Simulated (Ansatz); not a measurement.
A plane-wave DFT run in Ansatz 0.2.0 (scalar-relativistic PAW potentials unless the input names others): input and command.

```yaml
crystal:
  lattice:
    - [0.0, 1.9197, 1.9197]
    - [1.9197, 0.0, 1.9197]
    - [1.9197, 1.9197, 0.0]
  atoms:
    - { symbol: Ir, position: [0.0, 0.0, 0.0] }
basis:
  ecutwfc: 500
kpoints:
  mp_grid: { grid: [24, 24, 24] }
hamiltonian:
  xc: r2scan
scf:
  occupations: { method: gaussian, width: 0.15 }
  n_extra_bands: 16
output:
  forces: true
  eigenvalues: true
  stress: true
```

```bash
ansatz run input.yaml --threads 1 --pin off --max-ram 2560MiB --backend cpu --events-out ev --progress --plain --runs-dir out
```

Abridged log:
```
Basis set: ecut = 500 eV, 339 PW (Γ), exchange–correlation on 80×80×80 points (64 copies of the dense FFT grid, shifted against one another)
Bands: 25, of which v1, the nominal top of the filled ones, is band 9 counted from 1 (8 counted from 0)
Symmetry: 48 space group operations
k-points: 413 of 13824
SCF iter   1: F=—  HF=-11948.700723 eV  |F-HF|=—  |Δ(HF+E_count)|=         —  Δρ=1.17e-2  dr2=9.56e-3  dr2_τ=3.85e-2  ethr=1.77e-3  ⟨swp⟩=5.0  Hψ=47449  notcnv=0  defer=2377
SCF iter   2: F=—  HF=-11948.727035 eV  |F-HF|=—  |Δ(HF+E_count)|=   2.63e-2  Δρ=5.17e-3  dr2=8.14e-4  dr2_τ=6.50e-4  ethr=5.62e-5  ⟨swp⟩=2.5  Hψ=16282  notcnv=0  defer=4238
SCF iter   3: F=—  HF=-11948.727663 eV  |F-HF|=—  |Δ(HF+E_count)|=   6.27e-4  Δρ=2.23e-3  dr2=1.55e-4  dr2_τ=4.01e-5  ethr=4.79e-6  ⟨swp⟩=1.9  Hψ=7572  notcnv=0  defer=4238
SCF iter   4: F=—  HF=-11948.727801 eV  |F-HF|=—  |Δ(HF+E_count)|=   1.38e-4  Δρ=1.50e-4  dr2=1.47e-6  dr2_τ=2.06e-7  ethr=9.12e-7  ⟨swp⟩=2.3  Hψ=8317  notcnv=0  defer=4238
SCF iter   5: F=—  HF=-11948.727799 eV  |F-HF|=—  |Δ(HF+E_count)|=   1.65e-6  Δρ=3.96e-5  dr2=5.43e-8  dr2_τ=1.32e-8  ethr=8.63e-9  ⟨swp⟩=2.6  Hψ=8987  notcnv=0  defer=4238
SCF iter   6: F=-11948.727799 eV  HF=-11948.727799 eV  |F-HF|=3.12e-9  |Δ(HF+E_count)|=   1.25e-7  Δρ=7.51e-6  dr2=3.75e-9  dr2_τ=7.41e-10  ethr=3.19e-10  ⟨swp⟩=7.5  Hψ=54835  notcnv=0
SCF 1 converged in 6 iterations: F = -11948.727799 eV  dr2 = 3.75e-9
SCF converged after 6 iterations
Free energy (F): -11948.727799 eV
Harris-Foulkes:  -11948.727799 eV  (|F-HF|=3.12e-9)
Internal energy: -11948.717858 eV  (E = F + TS)
E sigma→0 (E₀):  -11948.722829 eV
Entropy (-TS):   -0.009941 eV (-9.941 meV/atom)
Fermi energy:    25.580312 eV
--- Forces (eV/Å), atoms counted from 1 ---
  atom   1  Ir     0.00000000     0.00000000     0.00000000
--- Stress (GPa, compression-positive) ---
        1.511824       0.000000       0.000000
        0.000000       1.511824       0.000000
        0.000000       0.000000       1.511824
  P = ⅓ Tr σ = 1.5118 GPa (15.118 kbar)
```

Apart from outputs, the input differs from a reference run on usual settings in scf.n_extra_bands: not typed → 16. The reference, at the same geometry (not necessarily relaxed), gave pressure 1.51 GPa, largest force 0.000 eV/Å, no gap on the mesh. This run converged in 6 SCF iterations (reference: 6) with an energy at zero smearing within 0.01 meV/atom of the reference's, pressure 1.51 GPa, largest force 0.000 eV/Å, no gap on the mesh.

Time: 11 s on 1 thread of AMD EPYC 7R43 64-Core Processor (Zen 3) (shared host), peak memory 0.5 GiB.